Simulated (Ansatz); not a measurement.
CdTe:
```yaml
crystal:
  lattice:
    - [4.63260, 0.00000, 0.00000]
    - [-2.31630, 4.01195, 0.00000]
    - [0.00000, 0.00000, 7.59637]
  atoms:
    - { symbol: Cd, position: [0.33333, 0.66667, 0.00029] }
    - { symbol: Cd, position: [0.66667, 0.33333, 0.50029] }
    - { symbol: Te, position: [0.33333, 0.66667, 0.37471] }
    - { symbol: Te, position: [0.66667, 0.33333, 0.87471] }
```

Relaxed with r²SCAN.

**Question.** Map the electron localisation function on the plane through (0.333, 0.667, 0.000) spanned by u = [0, 0, 1] and v = [1, -1, 0] in lattice vectors, from r²SCAN in the plane-wave PAW code Ansatz.

**Answer.** x is the fraction of u, y of v (the angle between them is 90°; rows are the nearest grid lines); atoms in the plane: Cd at (0.00, 0.00), Cd at (0.50, 0.33), Te at (0.37, 0.00), Te at (0.87, 0.33).
```
y \ x   0.000  0.0789  0.184  0.263  0.368  0.447  0.553  0.632  0.737  0.816  0.921   1.00
------  -----  ------  -----  -----  -----  -----  -----  -----  -----  -----  -----  -----
1.00    0.974   0.436  0.475  0.438  0.071  0.152  0.640  0.159  0.026  0.156  0.440  0.974
0.925   0.438   0.318  0.465  0.565  0.198  0.394  0.627  0.105  0.026  0.127  0.312  0.438
0.850   0.182   0.166  0.301  0.640  0.627  0.680  0.398  0.039  0.021  0.076  0.142  0.182
0.775   0.078   0.058  0.058  0.208  0.363  0.308  0.079  0.013  0.013  0.031  0.068  0.078
0.700   0.014   0.008  0.005  0.009  0.017  0.018  0.010  0.005  0.006  0.011  0.016  0.014
0.625   0.019   0.009  0.005  0.008  0.016  0.019  0.012  0.006  0.010  0.018  0.024  0.019
0.550   0.243   0.054  0.009  0.019  0.056  0.085  0.081  0.051  0.194  0.381  0.417  0.243
0.450   0.680   0.368  0.014  0.043  0.141  0.232  0.263  0.157  0.679  0.535  0.523  0.680
0.375   0.520   0.544  0.016  0.058  0.236  0.518  0.518  0.181  0.638  0.152  0.098  0.520
0.300   0.509   0.551  0.016  0.062  0.246  0.572  0.573  0.185  0.629  0.121  0.072  0.509
0.225   0.699   0.358  0.037  0.196  0.191  0.218  0.255  0.149  0.689  0.510  0.522  0.699
0.150   0.171   0.144  0.260  0.651  0.689  0.651  0.257  0.089  0.369  0.608  0.366  0.171
0.0750  0.435   0.308  0.464  0.565  0.194  0.405  0.631  0.099  0.047  0.149  0.296  0.435
0.000   0.974   0.436  0.475  0.438  0.071  0.152  0.640  0.159  0.026  0.156  0.440  0.974
```

The density is the valence pseudo-density with augmentation charge, so density and ELF within about 1 Å of a nucleus are not all-electron values.

Space group P6_3mc (wurtzite). The first step of the workflow began from a Materials Project structure, measured or hypothetical; the Crystallography Open Database copy checked does not list it. It is not the phase usual at ambient conditions (space group No. 216). The cell was relaxed with r²SCAN under the symmetry of its start; of distortions, only those at the zone centre were tested. Spin–orbit coupling is left out wherever it is not named.

Potentials: the earlier of the program's two PAW sets.
